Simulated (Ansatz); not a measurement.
TiSi:
Space group Pnma (No. 62); a = 6.5057 Å, b = 3.6339 Å, c = 4.9904 Å, α = 90.00°, β = 90.00°, γ = 90.00°

```json
[
 {"atom": "Ti", "site": "4c", "symmetry": ".m.", "x": "0.1758", "y": "0.2500", "z": "0.1284"},
 {"atom": "Si", "site": "4c", "symmetry": ".m.", "x": "0.0440", "y": "0.2500", "z": "0.6447"}
]
```

Relaxed at zero pressure with the program Ansatz at the r²SCAN level (PAW).

The volume is raised by 3 % and shape and atoms relax at that volume. What pressure results, and how do the axes share the change?

-4.3 GPa; a 1.2 %, b 0.9 %, c 0.9 %; the energy rises by 6 meV/atom.

Give the new structure.


Space group Pnma (No. 62); a = 6.5856 Å, b = 3.6654 Å, c = 5.0342 Å, α = β = γ = 90.00°

| atom | site | symmetry | x | y | z |
|---|---|---|---|---|---|
| Ti | 4c | .m. | 0.1763 | 0.2500 | 0.1285 |
| Si | 4c | .m. | 0.0440 | 0.2500 | 0.6447 |

The phase is kept; no other phase was compared at this pressure.

The workflow started from a Materials Project entry (that database holds measured and hypothetical structures alike); the Crystallography Open Database copy checked does not list it. COD files the formula under space group No. 25, so this cell is another polymorph or a model. Whether it is the stable phase at ambient conditions was not checked. Symmetry was held in the r²SCAN relaxation; of distortions, only those at the zone centre were tested. No spin polarisation was allowed.

Potentials: the earlier of the program's two PAW sets.
